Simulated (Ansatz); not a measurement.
Al₃GaAs₄:
```
CELL_PARAMETERS angstrom
      4.01237     0.00000     0.00000
      0.00000     4.01237     0.00000
      0.00000     0.00000    11.32976
ATOMIC_POSITIONS crystal
  Ga 0.00000 0.00000 0.00000
  As 0.50000 0.00000 0.12491
  Al 0.50000 0.50000 0.24966
  As 0.00000 0.50000 0.37480
  Al 0.00000 0.00000 0.50000
  As 0.50000 0.00000 0.62520
  Al 0.50000 0.50000 0.75034
  As 0.00000 0.50000 0.87509
```

Cartesian axes are those of the cell as given.

Problem. Give the high-frequency dielectric tensor and the Born effective charge tensors of the independent atoms from DFPT, PBEsol (plane waves, PAW; program Ansatz).

Solution. 
ε∞:
```
10.4  0.00  0.00
0.00  10.4  0.00
0.00  0.00  10.4
```
Z* of atom 1 (Ga), rows: field, columns: displacement, in e:
```
2.25  0.00  0.00
0.00  2.25  0.00
0.00  0.00  2.01
```
Z* of atom 2 (As), rows: field, columns: displacement, in e:
```
-2.09   0.00   0.00
 0.00  -2.08   0.00
 0.00   0.00  -2.01
```
Z* of atom 3 (Al), rows: field, columns: displacement, in e:
```
2.02  0.00  0.00
0.00  2.13  0.00
0.00  0.00  2.14
```
Z* of atom 4 (As), rows: field, columns: displacement, in e:
```
-2.15   0.00   0.00
 0.00  -2.21   0.00
 0.00   0.00  -2.29
```
Z* of atom 5 (Al), rows: field, columns: displacement, in e:
```
2.14  0.00  0.00
0.00  2.14  0.00
0.00  0.00  2.31
```

Space group P-4m2. The start of the workflow was typed in or built on a structure type; neither database checked (COD, Materials Project) lists it. Its standing as an ambient phase is unchecked. Symmetry was held in the PBEsol relaxation; its stability against distortions is not shown here. Spin–orbit coupling is left out wherever it is not named.

Potentials: the earlier of the program's two PAW sets. The files were generated under PBE; for other functionals the program regenerates the frozen cores, and for LDA and PBEsol the local potential too.
